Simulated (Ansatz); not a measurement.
CdS:
```
CELL_PARAMETERS angstrom
      0.00000     2.87827     2.87827
      2.87827     0.00000     2.87827
      2.87827     2.87827     0.00000
ATOMIC_POSITIONS crystal
  S  0.75000 0.75000 0.75000
  Cd 0.00000 0.00000 0.00000
```

Relaxed with LDA. Special points in fractions of this cell's reciprocal vectors: Γ (0.000, 0.000, 0.000); X (0.500, 0.000, 0.500); U (0.625, 0.250, 0.625); K (0.375, 0.375, 0.750); L (0.500, 0.500, 0.500); W (0.500, 0.250, 0.750).

Task: List the band energies nearest the valence-band maximum at these points for the program Ansatz at the LDA level (PAW).

Result: In eV from the valence-band maximum; about four levels below and three above (degenerate sets whole), none deeper than 8.9 eV; … stands for higher levels left out; points with the same levels are listed once.

| k | below | above |
|---|---|---|
| Γ | -7.38 -7.38 0.00 0.00 0.00 | 0.95 … |
| X | -6.89 -4.24 -2.06 -2.06 | 3.25 4.19 9.08 |
| U | -6.73 -4.24 -2.78 -1.68 | 4.00 5.36 8.31 |
| L | -6.96 -4.76 -0.83 -0.83 | 2.82 6.82 6.82 |
| W | -6.67 -4.20 -2.52 -2.38 | 5.23 5.42 7.07 |

Space group F-43m (zinc blende). The cell was relaxed with LDA under the symmetry of its start; phonons on a q-mesh show no instability. Spin–orbit coupling is left out wherever it is not named.

Potentials: the later of the program's two PAW sets.
